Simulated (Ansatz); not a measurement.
**ScZn (Pm-3m): elasticity against pressure**

```yaml
crystal:
  lattice:
    - [3.30164, 0.00000, 0.00000]
    - [0.00000, 3.30164, 0.00000]
    - [0.00000, 0.00000, 3.30164]
  atoms:
    - { symbol: Sc, position: [0.00000, 0.00000, 0.00000] }
    - { symbol: Zn, position: [0.50000, 0.50000, 0.50000] }
```

This is the zero-pressure cell. At each pressure cell and atoms are relaxed in this structure, and the constants are slopes of the stress at strains of ±0.005 with relaxed ions (the coefficients that govern stability under load). Level: PBEsol, PAW on Ansatz 0.2.0's default frozen-core files (fitted under PBE), scalar-relativistic; k mesh 14×14×14, strains of ±0.005, Fermi-Dirac smearing of 0.100 eV, cutoff 420 eV. P is the pressure of the relaxed cell, less that of this one.

```csv
P (GPa),V/V₀,C11 (GPa),C12 (GPa),C44 (GPa)
0.00,1.0000,116.4,66.5,73.1
0.99,0.9884,121.0,70.4,75.4
2.01,0.9772,125.6,74.4,77.7
4.03,0.9568,134.6,82.2,82.1
6.97,0.9305,147.0,93.4,88.0
9.98,?,?,?,?
14.99,0.8730,177.9,123.1,102.1
```

Problem. Does the bulk modulus from the constants agree with the pressure-volume curve?

Solution. A third-order Birch-Murnaghan fit to the volumes shown (F against f, f = [(V₀/V)^(2/3) − 1]/2) gives B₀ = 83.2 GPa and B′ = 4.2. Its −V dP/dV stands beside (C11 + 2C12)/3:

```csv
P (GPa),from P(V),from the constants
0.00,83.2,83.1
0.99,87.3,87.3
2.01,91.4,91.5
4.03,99.6,99.7
6.97,111.2,111.3
14.99,141.8,141.4
```

Problem. What are the pressure derivatives at zero pressure?

Solution. Slopes at V₀ of quadratic fits in −ln(V/V₀) through the first four rows shown, divided by B₀: dC11/dP = 4.7, dC12/dP = 4.0, dC44/dP = 2.4. The mean slopes up to 2.0 GPa are 4.6, 3.9, 2.3; curvature and scatter of the constants part the two. The combination (dC11/dP + 2 dC12/dP)/3 = 4.2 stands against B′.

Problem. Fill the row at 9.98 GPa.

Solution. Cubic fits in −ln(V/V₀) through all rows shown give C11 = 159.1, C12 = 104.7, C44 = 93.6 GPa. Computed: V/V₀ = 0.9068, C11 (GPa) = 159.1, C12 (GPa) = 104.7, C44 (GPa) = 93.6.

Problem. Does a shear stiffness soften?

Solution. C44 goes from 73.1 to 102.1 GPa; (C11 − C12)/2 goes from 24.9 to 27.4 GPa. Neither ends more than 3 % under its start, and the lattice stays mechanically stable over this range.

Keep in mind: no other phase was computed; many crystals of this kind change structure within this range, and rows or crossings beyond such a change describe a metastable lattice; frozen-core PAW files fitted under PBE, their cores solved anew for the functional of the run; responses of metals move with mesh and smearing; phonons weren't checked at these pressures.
